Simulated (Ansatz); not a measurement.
Data:

Ni (hcp, Mg type)

```xyz
2
Lattice="2.4468 0.0000 0.0000 -1.2234 2.1190 0.0000 0.0000 0.0000 4.0174" Properties=species:S:1:pos:R:3 pbc="T T T"
Ni     0.0000     1.4127     1.0043
Ni     1.2234     0.7063     3.0130
```

Equation-of-state scan: isotropic scaling of the cell above, V₀ being its volume. Symmetry pins the atoms to their sites.

Method: PBEsol (plane waves to 420 eV, PAW, scalar-relativistic; Ansatz, an electronic-structure program). k mesh 23×23×12 (Γ-centred), Fermi-Dirac smearing 0.05 eV. E stands for the smeared free energy. Compression counts positive. With the shape held, the modulus is that of even scaling; a crystal free to change shape is softer. Ni was relaxed with its symmetry unable to fall. Relaxed Ni ends ferromagnetic. This is one of several known forms of Ni; the measured ambient cells at hand have space group No. 225. The magnetic order is the one the run started from; other orders were not tried. The zero of ΔE is the relaxed starting cell.

The scan covers V/V₀ from 0.840 to 1.160 in 13 points.

Problem. What is the fitted pressure derivative B₀′?

Solution. 4.9.

Problem. What bulk modulus at fixed cell shape B₀ follows from a third-order Birch-Murnaghan fit?

Solution. 227 GPa.

(A scan under strain: stresses follow from slopes of the energy per volume, elastic moduli from its curvatures.)
